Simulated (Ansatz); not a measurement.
**A run on Ta$_{3}$N that went wrong**

Intended: Ta$_{3}$N, PBE, plane waves and PAW in Ansatz. The input:

```yaml
crystal:
  lattice:
    - [3.0322239879, 0.0, 0.0]
    - [-1.516111994, 2.6259830035, 0.0]
    - [0.0, 0.0, 7.524137]
  atoms:
    - { symbol: Ta, position: [0.0, 0.0, 0.5] }
    - { symbol: Ta, position: [0.3333333333, 0.6666666667, 0.17393] }
    - { symbol: Ta, position: [0.6666666667, 0.3333333333, 0.82607], spin: 2.0 }
    - { symbol: "N", position: [0.0, 0.0, 0.0] }
basis:
  ecutwfc: 420
kpoints:
  mp_grid: { grid: [15, 15, 6] }
hamiltonian:
  xc: pbe
scf:
  occupations: { method: gaussian, width: 0.1 }
output:
  forces: true
  stress: true
  eigenvalues: true
  populations: true
magnetization:
  spin_polarized: false
```

From the log:

```text
Error: inconsistent input (magnetization.spin_polarized): false but per-atom `spin:`, `per_species`, `initial_magnetization`, `magnetic_field`, or `spin_locking` is set
```

Problem. Name the fault and the cure.

Solution. The fault is starting moments without spin polarisation. Moments need two spin channels. The cure is the moments removed, as this run is meant to be without spin (a magnetic crystal would need spin polarisation switched on instead).

Mended input, as a difference:

```diff
 crystal:
   atoms:
-    - { symbol: Ta, position: [0.6666666667, 0.3333333333, 0.82607], spin: 2.0 }
+    - { symbol: Ta, position: [0.66666667, 0.33333333, 0.82607] }
-magnetization:
-  spin_polarized: false
```

With the mended input the run converges and gives no gap, a pressure of -0.71 GPa.